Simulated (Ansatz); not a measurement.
BaZnPF, a disordered cell

```
Ba Zn P F
1.0
     5.83002   -1.18686    0.89693
    -1.01064    5.53530   -0.45204
     0.10915   -0.83215    5.82282
Ba Zn P F
2 2 2 2
Direct
  0.51783 0.71371 0.98206
  0.12783 0.74234 0.56634
  0.90091 0.23489 0.21017
  0.75797 0.27900 0.83272
  0.03770 0.85121 0.10677
  0.40845 0.32156 0.51949
  0.66597 0.69349 0.49174
  0.07313 0.18288 0.84905
```

Method: r2SCAN, no spin polarisation; PAW, plane waves to 500 eV, 3×4×3 (shifted by 0, 0.5, 0.5 steps) mesh, cold occupations (width 0.1059 eV) (Ansatz 0.2.0), atoms fixed.

Question: Is the cell too large or too small?

Answer: The pressure is 2.5 GPa (compression positive), so with the atoms held at these fractions the cell would first expand; the forces are large, so a full relaxation may end otherwise. The principal stresses -1.6, 2.0, 7.0 GPa differ, so its shape would change too.

Question: Is it stable against the elements?

Answer: -0.77 eV an atom against the elements' usual phases (free molecules for gases, crystals otherwise, with no correction for O₂ or N₂), so it is bound against them; other compounds may still compete. Relaxing would lower it.

Question: Is there a gap?

Answer: It is a metal, with about 4.4 states/eV a cell as the mean within 0.25 eV of the Fermi level, mostly P p (59 %) and Zn s (14 %).

Question: Which atom feels the largest force, and which way?

Answer: The largest is on P6: 1.41 eV/Å, components (1.03, 0.59, -0.77). It makes 40° with the line to a nearest neighbour, F7 at 2.10 Å, pointing towards it.

Origin: a disordered cell, so it need not be a known compound. Caveats: many states at the Fermi level without spin polarisation, so a magnetic state may lie lower; the k mesh is coarse if the cell is a metal.
